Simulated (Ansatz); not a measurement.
**Structures of BaBe2: which is lowest?**

Plane-wave DFT in Ansatz with scalar-relativistic PAW potentials, cutoff 420 eV, Γ-centred meshes chosen by cell and gap, Gaussian smearing with energies taken to zero width. Every cell was relaxed (cell and atoms) in a run of its own, within the symmetry of its start. Functional: PBE.

Relaxed structures (starts from databases or built by putting these elements on another compound's sites):
A. C2/c, 6 atoms in the computed cell, a = 7.279 Å, b = 9.581 Å, c = 4.247 Å, β = 101.5°; sites (symmetry × multiplicity) Ba 2 × 4, Be 1 × 8; start: built
B. Fd-3m, 6 atoms in the computed cell, a = 7.913 Å; sites (symmetry × multiplicity) Ba -43m × 8, Be .-3m × 16; start: built

**Question.** Rank them by energy. Could pressure change the order?

**Answer.**
| structure | group | E − E(lowest) (meV/atom) | V (Å³/atom) | gap on mesh (eV) |
| --- | --- | --- | --- | --- |
| A | C2/c | 0.0 | 24.18 | 0.00 |
| B | Fd-3m | 440 | 20.65 | 0.00 |

A is lowest, 440 meV/atom under B. B is denser by 3.54 Å³/atom, so pressure favours it: ΔE/ΔV, with ΔE in eV and 1 eV/Å³ = 160.2 GPa, gives about 20 GPa for equal enthalpy if both cells were rigid; at such pressures compression changes ΔV much, so this is a scale only. Other structures may lie lower than all of these, and vibrations aren't counted.

Spin-orbit coupling is left out, which matters for the bands of heavy elements.